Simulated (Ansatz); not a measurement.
## Cold compression of Ga (sc type)

```yaml
crystal:
  lattice:
    - [2.66057, 0.00000, 0.00000]
    - [0.00000, 2.66057, 0.00000]
    - [0.00000, 0.00000, 2.66057]
  atoms:
    - { symbol: Ga, position: [0.00000, 0.00000, 0.00000] }
```

The cell comes from a relaxation on PAW files under the same functional, begun from a prototype that needn't be the stable phase.

Its volume is scaled at fixed shape and fractional positions.

All numbers are PBEsol results (scalar-relativistic) from Ansatz 0.2.0, with a Γ-centred 15×15×15 k mesh, Fermi–Dirac smearing of 0.1 eV, no spin polarisation. Methods: LAPW: all electrons, basis error target 1 meV/atom; PAW: frozen-core files, cutoff 420 eV; crystal datasets: all electrons, by PAW datasets that the program makes for each cell; norm-conserving: pseudopotentials, cutoff 1088 eV; PAW (cutoff 250 eV): frozen-core files, cutoff 250 eV.

Energies are extrapolated to zero smearing and count from the unscaled cell; pressure is positive in compression; gaps take the mesh and a band path. No temperature or zero-point motion is included.

The PAW files were made under PBE. The structure type is held throughout; the real material can change phase at far lower pressure.

| V/V0 | V (Å³/atom) | P LAPW (GPa) | ΔE LAPW (eV/atom) | P PAW − LAPW (GPa) | ΔE PAW − LAPW (meV/atom) |
| --- | --- | --- | --- | --- | --- |
| 1.00 | 18.83 | 0.03 | 0.000 | -0.03 | 0.0 |
| 0.88 | 16.57 | 9.81 | 0.059 | -0.04 | -0.5 |
| 0.78 | 14.69 | ? | ? | ? | ? |
| 0.68 | 12.81 | 56.5 | 0.724 | -0.12 | -2.3 |
| 0.58 | 10.92 | 116.8 | 1.701 | -0.16 | -3.9 |
| 0.50 | 9.42 | 210.7 | 3.194 | -0.21 | -5.3 |
| 0.43 | 8.10 | 364.2 | 5.494 | -0.60 | -8.1 |

Problem. Fit the Vinet equation to the LAPW pressures shown (residuals weighted by 1/(|P| + 0.03·Pmax)), and predict the pressure of the withheld row.

Solution. The fit gives V0 = 18.85 Å³/atom, B0 = 53.1 GPa and B0′ = 5.51. At 14.69 Å³/atom, x = (V/V0)^(1/3) = 0.9202, and P = 3·B0·(1 − x)/x²·exp[1.5·(B0′ − 1)·(1 − x)] = 25.8 GPa. The run itself gave 26.0 GPa (-0.8 % off) and ΔE = 0.259 eV/atom.

Problem. From the table, what is the rise of the enthalpy H = E + pV up to the last row, and how stiff is the crystal between the last two rows?

Solution. ΔH = 5.494 eV + (364.2 GPa × 8.10 Å³ − 0.03 GPa × 18.83 Å³) × 0.006242 eV/(GPa·Å³) = 23.90 eV/atom, of which pV makes 77 %. The mean bulk modulus there is −ΔP/Δln V = 1020 GPa.

Problem. At the smallest volume, how far do crystal datasets and norm-conserving and PAW (cutoff 250 eV) lie from LAPW in pressure?

Solution. crystal datasets: -0.01 GPa; norm-conserving: +1.50 GPa; PAW (cutoff 250 eV): +25.21 GPa, on a LAPW pressure of 364.2 GPa.

Problem. How do the Löwdin populations by LAPW change from the unscaled cell to the last row?

Solution. Ga 3s 1.98 → 1.94, Ga 4s 1.16 → 0.83, Ga 4p 1.87 → 2.30, Ga 3d 9.99 → 9.94 electrons an atom. These are projections on the shells that the free atoms fill; 0.01 e a cell lies outside them at the start and 0.02 e at the end.
